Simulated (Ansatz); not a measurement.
Ta₃Ge in space group Fm-3m (No. 225; Ge on 4a, Ta on 4b, Ta on 8c) at seven volumes, DFT-PBE in the program Ansatz with PAW potentials, scaled uniformly. One row is withheld.

| V (Å³/atom) | P (GPa) |
|---|---|
| 15.829 | 20.95 |
| 16.351 | 12.92 |
| 16.873 | ? |
| 17.395 | 0.00 |
| 17.916 | -4.88 |
| 18.438 | -9.14 |
| 18.960 | -12.50 |

Question: Fit the shown pressures and predict the withheld one.

Answer: P = (3/2)B₀(x^(7/2) − x^(5/2))[1 + (3/4)(B′ − 4)(x − 1)] with x = (V₀/V)^(2/3). Least squares on the six rows gives V₀ = 17.399 Å³/atom, B₀ = 178 GPa, B′ = 4.63. At V = 16.873, x = 1.0207 and P = 5.87 GPa. The run itself gave 5.94 GPa.

The cell is a constructed one: a structure type filled with these elements; neither database checked (COD, Materials Project) lists it. Whether it is the stable phase at ambient conditions was not checked. The PBE relaxation kept the symmetry of its start; whether a distortion lowers the energy is not shown. The run is not spin-polarised. Scalar-relativistic: spin–orbit coupling is off unless named, which matters more the heavier the elements.

Potentials: the later of the program's two PAW sets.
